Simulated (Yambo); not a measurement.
G0W0@LDA for Si (space group P6_3/mmc, No. 194) in Yambo (6×6×2 mesh, 10 Ry block, plasmon pole, screening fixed), without a terminator:

```tsv
bands N in G	gap Γ → M (eV)	shift of the valence edge (eV)
58	0.875	-0.297
108	0.927	-0.532
176	0.963	-0.635
```

Extrapolate both columns to infinite N with E(N) = E∞ + A/N, test the form, and compare with the terminator.

From two points, E∞ = (N2 E2 − N1 E1)/(N2 − N1). The two largest N give 1.02 eV for the gap and -0.80 eV for the shift; the two smallest give 0.99 eV and -0.80 eV. For the gap the slopes A are -6.5 and -10 eV: the form isn't reached, and its limit is uncertain. For the shift the slopes A are 29 and 29 eV: the 1/N form holds. With the Bruneval-Gonze terminator and 176 bands the run gives 0.99 eV and -0.69 eV, 0.03 eV and 0.11 eV from the extrapolated values: the terminator too is an estimate of the remainder. Block, mesh and the bands in W are held fixed.

Geometry relaxed with LDA; primitive cell a = 3.799 Å, b = 3.799 Å, c = 6.274 Å, α = 90.00°, β = 90.00°, γ = 120.00°.

This is not the ordinary phase of the substance; no match was found in the copy of COD used, and its stability was not checked.

A shift is the quasiparticle energy of the state minus its LDA energy.
